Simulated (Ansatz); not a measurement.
With r²SCAN in the plane-wave PAW code Ansatz, TaTe in the orthorhombic phase (Pmma; Ta on 2e, Te on 2f) relaxes to a = 4.791 Å, b = 3.397 Å, c = 4.900 Å. Its formation energy from the elements is 0.22 eV/atom, with no fitted shifts.

Electronic character: metallic (no gap).

Bader charges are Ta +0.88, Te -0.88 e.

The start of the workflow was typed in or built on a structure type; neither database checked (COD, Materials Project) lists it. Its standing as an ambient phase is unchecked. The cell keeps a stress of up to 0.2 GPa. Symmetry was held in the r²SCAN relaxation; its stability against distortions is not shown here. No spin polarisation was allowed. Its formation energy is positive at this level, so the cell may be metastable or incomplete. The references are the lowest solids computed at this level, not always the standard phases. Scalar-relativistic: spin–orbit coupling is off unless named, which matters more the heavier the elements.

Potentials: the later of the program's two PAW sets.
